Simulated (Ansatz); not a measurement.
# Kick test of a cell of In2GaP3

The cell was found from a structure generator's guess, not taken from experiment.

Method: DFT PBE, scalar-relativistic, plane waves, PAW in Ansatz 0.2.0. Settings: cutoff 420 eV, Γ-centred mesh 12×12×4 on the computed 6-atom cell, Gaussian smearing of 0.02 eV; no spin polarisation.

The cell below (6 atoms, space group P3m1 (No. 156)) is relaxed within its symmetry.

```
In Ga P
1.0
     4.10731    0.00000    0.00000
    -2.05365    3.55703    0.00000
     0.00000    0.00000   10.09785
In Ga P
2 1 3
Cartesian
  0.0000 0.0000 10.0292
  2.0537 1.1857 3.4230
  0.0000 2.3714 6.7224
  0.0000 0.0000 7.4479
  0.0000 2.3714 4.3400
  2.0537 1.1857 0.8555
```

For the test a repeat of it with 12 atoms (edges 4.11, 7.11, 10.10 Å) was strained at random (σ = 1.5 % a component), the atoms were moved at random (σ = 0.05 Å), and all was relaxed again on a coarse 4×2×2 mesh (in the run’s order of axes) with 0.10 eV smearing, with no symmetry imposed.

Question: Is the structure stable against such a distortion?

Answer: It returns, within 1 meV/atom of the unmoved cell on that mesh and with the same symmetry when read at 0.1 Å (Cm at 0.01 Å, so small strains and shifts remain). So it is stable against the distortions that fit this cell and that this random move excites. Modes that don't fit the cell aren't tested.
